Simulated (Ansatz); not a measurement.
RuFI (Janus 1T monolayer) was relaxed with 5 functionals in the plane-wave code Ansatz, cell and atoms free, the symmetry of the start kept (meshes: PBE 12×12×1, r2SCAN 12×12×1, PBEsol 12×12×1, LDA 12×12×1, HSE06 6×6×1). Note: simulated data, non-magnetic, for a generated structure that need not be the stable one.

The PBEsol result:
```cif
data_structure
_symmetry_space_group_name_H-M 'P 1'
_symmetry_Int_Tables_number 1
_cell_length_a 3.6925
_cell_length_b 3.6925
_cell_length_c 29.5768
_cell_angle_alpha 90.000
_cell_angle_beta 90.000
_cell_angle_gamma 120.000
_cell_volume 349.23
loop_
_atom_site_label
_atom_site_type_symbol
_atom_site_fract_x
_atom_site_fract_y
_atom_site_fract_z
_atom_site_occupancy
Ru1 Ru 0.00000 0.00000 0.30787 1
F1 F 0.33333 0.66667 0.34082 1
I1 I 0.66667 0.33333 0.26419 1
```
The sheet repeats along a and b alone.

The sheet's in-plane cell has a = 3.692 Å, b = 3.692 Å (γ = 120.0°), and its outermost atoms lie 2.27 Å apart along the normal. Ru has 3 F at 2.34 Å and 3 I at 2.49 Å; F has 3 Ru at 2.34 Å; I has 3 Ru at 2.49 Å.

**Question.** What lattice does PBE give?

**Answer.** a = 3.752 Å; the area differs by +3.2 % from PBEsol's. Ru has 3 F at 2.38 Å and 3 I at 2.53 Å; F has 3 Ru at 2.38 Å; I has 3 Ru at 2.53 Å.

**Question.** How does the cell change with LDA?

**Answer.** a = 3.660 Å; the area differs by -1.7 % from PBEsol's. Around Ru lie 3 F at 2.31 Å and 3 I at 2.47 Å; around F lie 3 Ru at 2.31 Å; around I lie 3 Ru at 2.47 Å.

**Question.** Held at the r2SCAN cell, what mean stress do LDA and PBE find, and does its sign point to their own minimum?

**Answer.** Yes. LDA -2.99 N/m, and its relaxed area is -3.2 % from r2SCAN's; PBE +1.02 N/m, and its relaxed area is +1.7 % from r2SCAN's. Compression counts positive, so a positive stress asks for a larger cell.
